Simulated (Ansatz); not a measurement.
The relaxed structure here is a generated cell of ReS2: the first start was made by placing the elements on the sites of a structure type, and the end was not matched to a known phase here, so it may be hypothetical.

One stationary structure of ReS2. Space group P6₃/mmc (No. 194). Calculation: r2SCAN (plane waves to 500 eV, PAW, scalar-relativistic; Ansatz, a first-principles code).

Space group P6₃/mmc (No. 194); a = b = 3.9073 Å, c = 7.5380 Å, α = β = 90.00°, γ = 120.00°

```
atom  site  symmetry       x       y       z
----  ----  --------  ------  ------  ------
Re      2c      -6m2  0.3333  0.6667  0.2500
S       2a      -3m.  0.0000  0.0000  0.0000
S       2d      -6m2  0.6667  0.3333  0.2500
```

Q: What is the computed magnetic moment (r2SCAN)?

A: Net 0.16 μB/atom, ferromagnetic.

Spin state reached: ferromagnetic (net 0.16 μB/atom); other spin orders were not run from this start.

The run could not lose the symmetry of its start, so the end can be a saddle point.

All atoms sit on sites fixed by symmetry, so only the cell could relax.
